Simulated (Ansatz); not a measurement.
Data:

Al2Cu:
Space group P4/mmm (No. 123); a = 4.042 Å, b = 4.042 Å, c = 2.822 Å, α = 90.00°, β = 90.00°, γ = 90.00°

| atom | site | symmetry | x | y | z |
|---|---|---|---|---|---|
| Al | 2e | mmm. | 0.0000 | 0.5000 | 0.5000 |
| Cu | 1a | 4/mmm | 0.0000 | 0.0000 | 0.0000 |

This is the LDA-relaxed structure.

All from LDA in the plane-wave PAW code Ansatz, unless another level is named. Give the formation energy from the elements (no fitted shifts).

-0.052 eV/atom.

Predict the density of states at the Fermi level.

0.28 states/eV per atom (mean over ±0.08 eV).

The first step of the workflow began from a Materials Project structure, measured or hypothetical; the Crystallography Open Database copy checked does not list it. It is not the phase usual at ambient conditions (space group No. 140). The LDA relaxation kept the symmetry of its start; its stability against distortions is not shown here. No spin polarisation was allowed. Axis ratios of metals converge slowly with the k-mesh, so a and c are less sure than the volume. The references are the lowest solids computed at this level, not always the standard phases.

Potentials: the later of the program's two PAW sets.
